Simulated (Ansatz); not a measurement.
Relaxed ScAl$_{3}$ (Cu3Au type):

```
ScAl3
1.0
    4.08581     0.00000     0.00000
    0.00000     4.08581     0.00000
    0.00000     0.00000     4.08581
Al Sc
3 1
Direct
  0.00000   0.50000   0.50000
  0.50000   0.50000   0.00000
  0.50000   0.00000   0.50000
  0.00000   0.00000   0.00000
```

Scan: atom 1 (Al, nearest neighbour Al at 2.889 Å; its periodic images, 4.1 Å or more away, move with it) is displaced along Cartesian [111], direction (0.577, 0.577, 0.577) in Cartesian axes, by s. The other atoms stay.

Computed with r2SCAN (plane waves to 500 eV, PAW, scalar-relativistic; Ansatz, an electronic-structure program). k mesh 9×9×9 (Γ-centred), Fermi-Dirac smearing 0.05 eV. E stands for the smeared free energy. With partly filled bands, energies and forces of such displacements shift with the k mesh and the smearing. ScAl3 is run without spin polarisation. ScAl3 was relaxed with its symmetry unable to fall. The zero of ΔE is the undisplaced structure. The last digit holds for this mesh only.

```json
[
 {"s (Å)": "-0.290", "ΔE (meV/cell)": "272.3"},
 {"s (Å)": "-0.232", "ΔE (meV/cell)": "171.8"},
 {"s (Å)": "-0.174", "ΔE (meV/cell)": "95.5"},
 {"s (Å)": "-0.116", "ΔE (meV/cell)": "withheld"},
 {"s (Å)": "-0.058", "ΔE (meV/cell)": "10.5"},
 {"s (Å)": "0.000", "ΔE (meV/cell)": "0.0"},
 {"s (Å)": "0.058", "ΔE (meV/cell)": "10.5"},
 {"s (Å)": "0.116", "ΔE (meV/cell)": "withheld"},
 {"s (Å)": "0.174", "ΔE (meV/cell)": "95.5"},
 {"s (Å)": "0.232", "ΔE (meV/cell)": "171.8"},
 {"s (Å)": "0.290", "ΔE (meV/cell)": "272.3"}
]
```

Question: Fit an even polynomial form (powers 2, 4) to the given rows and predict ΔE at s = -0.116.

Answer: Least squares on the 9 given rows: ΔE = (3109)·s² + (1535)·s⁴, in meV/cell with s in Å; root-mean-square residual 0.02 meV/cell. At -0.116 the fit gives 42.1 meV/cell; the calculation gives 42.1 meV/cell, the same to the digits shown. The quadratic term alone would give 41.8 meV/cell.

(A displaced cell: forces are minus the slopes of the energy, force constants its curvatures, and phonons follow from these.)
